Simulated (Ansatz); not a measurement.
Computed with DFT PBE, scalar-relativistic, plane waves, PAW (Ansatz). All cells share a 420 eV cutoff and Γ-centred k meshes spaced at most about 0.3 Å⁻¹ (about 0.25 or finer for metals, 2π included). No spin polarisation in the final relaxations.

Temperature and zero-point effects are left out.

Two relaxed structures of SnBrCl₃:

A. Space group Pm-3m (No. 221), cubic, a = 5.253 Å. Around Sn lie 6 Cl at 2.63 Å; Br is surrounded by 12 Cl at 3.71 Å (long contacts); around Cl lie 2 Sn at 2.63 Å, 4 Br at 3.71 Å and 8 Cl at 3.71 Å.

B. Space group R3m (No. 160), trigonal, a = 7.336 Å, c = 12.812 Å. Around Sn lie 3 Cl at 2.56 Å; Br has 6 Cl at 3.01 Å; Cl is surrounded by 1 Sn at 2.56 Å and 2 Br at 3.01 Å.

Question: Which form is favoured at zero pressure, and by what margin per atom?

Answer: A is lower, by 31 meV/atom. A has the cubic perovskite type, space group Pm-3m (No. 221), 29.0 Å³/atom and no gap on its mesh; B has space group R3m (No. 160), 39.8 Å³/atom and no gap. Counting Br or Cl atoms around Sn (for each partner element, those within 1.25 times its shortest distance or 1.15 times the sum of covalent radii, where it is the nearest in units of that sum or under 1.3), A has Sn 6 and B has Sn 3. Both come from invented guesses. A third cell relaxed alike, in P4mm, lies 139 meV/atom below the lower of the two.

No dispersion correction is applied, so the spacing and binding between layers, chains or molecules are poorly described (R3m), and this can change margins and order among such cells. A magnetic state wasn't ruled out in cells without spin, among them Pm-3m, R3m. Cells relaxed within their symmetry can be saddle points.
